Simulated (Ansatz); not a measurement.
Relaxed-ion elastic tensor of NaCl (CsCl type, space group No. 221) in GPa (Voigt order), DFT-LDA in the program Ansatz with PAW potentials; density 2.54 g/cm³, 19.12 Å³ per atom.

```tsv
	1	2	3	4	5	6
1	95.2	4.7	4.7	0.0	0.0	0.0
2	4.7	95.2	4.7	0.0	0.0	0.0
3	4.7	4.7	95.2	0.0	0.0	0.0
4	0.0	0.0	0.0	-0.1	0.0	0.0
5	0.0	0.0	0.0	0.0	-0.1	0.0
6	0.0	0.0	0.0	0.0	0.0	-0.1
```

**Question.** Is the crystal mechanically stable?

**Answer.** On the edge, within the error: the smallest eigenvalue of C is -0.1 GPa.

Space group Pm-3m (CsCl type). This is a known high-pressure phase of the composition, computed here at zero pressure and temperature. The LDA relaxation kept the symmetry of its start. At this level the phase is dynamically unstable (imaginary phonons).

Potentials: the earlier of the program's two PAW sets.
